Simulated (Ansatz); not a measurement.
YbAl3 in the AuCu3-type structure

The computed numbers are results of PBEsol, scalar-relativistic (no spin polarisation) in the plane-wave PAW code Ansatz at 420 eV, 8×8×8 k-mesh, Gaussian smearing of 0.05 eV. The datasets are Ansatz's generated set soft_2.

```
Yb Al
1.0
     4.17828    0.00000    0.00000
     0.00000    4.17828    0.00000
     0.00000    0.00000    4.17828
Yb Al
1 3
Direct
  0.00000 0.00000 0.00000
  0.00000 0.50000 0.50000
  0.50000 0.50000 0.00000
  0.50000 0.00000 0.50000
```

This is a trial structure made by placing the elements on a prototype's sites, so it needn't be the stable form.

The cell above was scaled in volume, its shape and atoms being fixed by the lattice's symmetry. Energies are counted from the cell above.

The cell is relaxed to zero pressure at this level.

```json
{"V (Å³/atom)": "17.507", "ΔE (meV/atom)": "7.55", "P from the stress (GPa)": "3.42"}
{"V (Å³/atom)": "17.871", "ΔE (meV/atom)": "1.84", "P from the stress (GPa)": "1.63"}
{"V (Å³/atom)": "18.236", "ΔE (meV/atom)": "0.00", "P from the stress (GPa)": "0.02"}
{"V (Å³/atom)": "18.601", "ΔE (meV/atom)": "1.63", "P from the stress (GPa)": "-1.43"}
{"V (Å³/atom)": "18.966", "ΔE (meV/atom)": "6.41", "P from the stress (GPa)": "-2.73"}
```

**Question.** Do the energies and the pressures agree? Compare −ΔE/ΔV between neighbouring points (1 meV/Å³ = 0.1602 GPa) with the mean of their pressures.

**Answer.** 
```tsv
interval (Å³/atom)	−ΔE/ΔV (GPa)	mean P (GPa)
17.51 to 17.87	2.5	2.5
17.87 to 18.24	0.8	0.8
18.24 to 18.60	-0.7	-0.7
18.60 to 18.97	-2.1	-2.1
```
They differ by 0.02 GPa at most.

**Question.** What do the two routes give for V0, B0 and B0′?

**Answer.** A third-order Birch–Murnaghan fit of the energies: V0 = 18.24 Å³/atom, B0 = 76 GPa, B0′ = 4.2. A polynomial of P in ln V, with B = −dP/d ln V at P = 0: V0 = 18.24 Å³/atom, B0 = 76 GPa, B0′ = 4.3.

B0·V0 = 76.4 GPa × 18.24 Å³ = 8.69 eV/atom sets the scale: near the minimum ΔE ≈ ½ B0 V0 x², with x = V/V0 − 1, and a pressure of 0.8 GPa squeezes the volume by about 1 %. At the ends of the curve: x = −4.0 % predicts 7.0 meV/atom and the run gives 7.6; x = +4.0 % predicts 6.9 meV/atom and the run gives 6.4. Compression costs more and expansion less than the parabola says, since the crystal stiffens as it shrinks; B0′ measures that.

Without a U the 4f levels of Yb lie too near the Fermi level, so their share of the states there, and what hangs on it, is overstated. Scalar-relativistic only: spin–orbit splittings of the heavy atoms' levels are missing. Spin polarisation wasn't allowed in this run, so with an open shell this may not be the ground state. The run is a metal.
